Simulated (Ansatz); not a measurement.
Y:
Space group P6₃/mmc (No. 194); a = b = 3.543 Å, c = 5.505 Å, α = β = 90.00°, γ = 120.00°

```
atom  site  symmetry       x       y       z
----  ----  --------  ------  ------  ------
Y       2d      -6m2  0.6667  0.3333  0.2500
```

Relaxed at zero pressure with plane-wave PAW LDA (Ansatz code).

The volume is lowered by 9 % and shape and atoms relax at that volume. What pressure results, and how do the axes share the change?

4.8 GPa; a -3.4 %, b -3.4 %, c -2.5 %; the energy rises by 38 meV/atom.

Give the new structure.


Space group P6₃/mmc (No. 194); a = b = 3.423 Å, c = 5.368 Å, α = β = 90.00°, γ = 120.00°

```
atom  site  symmetry       x       y       z
----  ----  --------  ------  ------  ------
Y       2d      -6m2  0.6667  0.3333  0.2500
```

The phase is kept; no other phase was compared at this pressure.

Space group P6_3/mmc (hcp (Mg type)). The LDA relaxation kept the symmetry of its start. The run is not spin-polarised. Axis ratios of metals converge slowly with the k-mesh, so a and c are less sure than the volume.

Potentials: the later of the program's two PAW sets.
